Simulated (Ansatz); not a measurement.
## Structures of LiMg: which is lowest?

Plane-wave DFT in Ansatz with scalar-relativistic PAW potentials, cutoff 420 eV, Γ-centred meshes chosen by cell and gap, Gaussian smearing with energies taken to zero width. Every cell was relaxed (cell and atoms) in a run of its own, within the symmetry of its start. Functional: LDA.

Relaxed structures (starts from databases or built by putting these elements on another compound's sites):
A. Pm-3m, 2 atoms in the computed cell, a = 3.356 Å; sites (symmetry × multiplicity) Li m-3m × 1, Mg m-3m × 1; start: database
B. P-6m2, 2 atoms in the computed cell, a = 3.050 Å, c = 4.956 Å; sites (symmetry × multiplicity) Li -6m2 × 1, Mg -6m2 × 1; start: database

**Question.** Rank them by energy. Could pressure change the order?

**Answer.**
```csv
structure,group,E − E(lowest) (meV/atom),V (Å³/atom),gap on mesh (eV)
A,Pm-3m,0.0,18.91,0.00
B,P-6m2,39,19.96,0.00
```

A is lowest, 39 meV/atom under B. The lowest is also the densest of these, so pressure wouldn't bring one of the others in at first order. Other structures may lie lower than all of these, and vibrations aren't counted.